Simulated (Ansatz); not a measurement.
Na (bcc (W type), Im-3m) at seven volumes, LDA in the plane-wave PAW code Ansatz, scaled uniformly. One row is withheld.

```json
[
 {"V (Å³/atom)": "30.295", "P (GPa)": "1.03"},
 {"V (Å³/atom)": "31.293", "P (GPa)": "0.63"},
 {"V (Å³/atom)": "32.292", "P (GPa)": "0.29"},
 {"V (Å³/atom)": "33.291", "P (GPa)": "0.00"},
 {"V (Å³/atom)": "34.290", "P (GPa)": "-0.26"},
 {"V (Å³/atom)": "35.288", "P (GPa)": "-0.48"},
 {"V (Å³/atom)": "36.287", "P (GPa)": "?"}
]
```

Fit the shown pressures and predict the withheld one.

P = (3/2)B₀(x^(7/2) − x^(5/2))[1 + (3/4)(B′ − 4)(x − 1)] with x = (V₀/V)^(2/3). Least squares on the six rows gives V₀ = 33.277 Å³/atom, B₀ = 9.1 GPa, B′ = 3.85. At V = 36.287, x = 0.9439 and P = -0.67 GPa. The run itself gave -0.67 GPa.

Symmetry was held in the LDA relaxation.

Potentials: the later of the program's two PAW sets.
